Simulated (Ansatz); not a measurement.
One relaxed cell of Tl4HgBr6 at several levels

A database entry relaxed whole under r2SCAN at zero pressure (P4/mnc, No. 128):

```
Tl Hg Br
1.0
     8.97011    0.00000    0.00000
     0.00000    8.97011    0.00000
     0.00000    0.00000    8.89510
Tl Hg Br
8 2 12
Direct
  0.14844 0.35156 0.25000
  0.64844 0.14844 0.25000
  0.85156 0.64844 0.25000
  0.35156 0.85156 0.25000
  0.85156 0.64844 0.75000
  0.35156 0.85156 0.75000
  0.14844 0.35156 0.75000
  0.64844 0.14844 0.75000
  0.00000 0.00000 0.00000
  0.50000 0.50000 0.50000
  0.31861 0.14096 0.00000
  0.85904 0.31861 0.00000
  0.68139 0.85904 0.00000
  0.14096 0.68139 0.00000
  0.81861 0.35904 0.50000
  0.35904 0.18139 0.50000
  0.18139 0.64096 0.50000
  0.64096 0.81861 0.50000
  0.00000 0.00000 0.28593
  0.50000 0.50000 0.21407
  0.00000 0.00000 0.71407
  0.50000 0.50000 0.78593
```

Its volume is 32.53 Å³ an atom, +0.8 % against the entry's 32.29, a cell as deposited in COD (1973).

Single points on this cell with plane-wave PAW DFT (Ansatz 0.2.0; r2SCAN 500 eV, hybrids 420 eV; fermi-dirac occupations of width 0.020 eV; no moments): r2SCAN on a 4×4×4 Γ-centred mesh; r2SCAN with spin-orbit coupling on a 4×4×4 Γ-centred mesh; HSE06 on a 2×2×2 Γ-centred mesh; PBE0 on a 2×2×2 Γ-centred mesh.

What does each level give for gap and charges?

The runs give:

```
                          level  gap (eV), or kind  pressure (GPa)  Bader charge of Tl (e)  Bader charge of Hg (e)  Bader charge of Br (e)
                         r2SCAN               2.09             0.0                   +0.70                   +0.70                   -0.58
r2SCAN with spin-orbit coupling               2.07            -0.2                   +0.68                   +0.69                   -0.57
                          HSE06               2.68             0.5                   +0.71                   +0.73                   -0.60
                           PBE0               3.37             0.4                   +0.72                   +0.74                   -0.60
```

Under r2SCAN the gap is 2.09 eV, over mesh and band path. HSE06 moves it by +0.59 eV and PBE0 by +1.28 eV; PBE0 keeps its exact exchange at long range, which widens the gap over HSE06's by 0.69 eV on their common mesh. Spin-orbit coupling moves the r2SCAN gap by -0.02 eV.

Caveats: the relaxation kept the start's symmetry; HSE06 is read on its mesh and at the zone's corners, PBE0 on its mesh alone; hybrid pressures are good to a few tenths of a GPa; pressure is positive in compression.
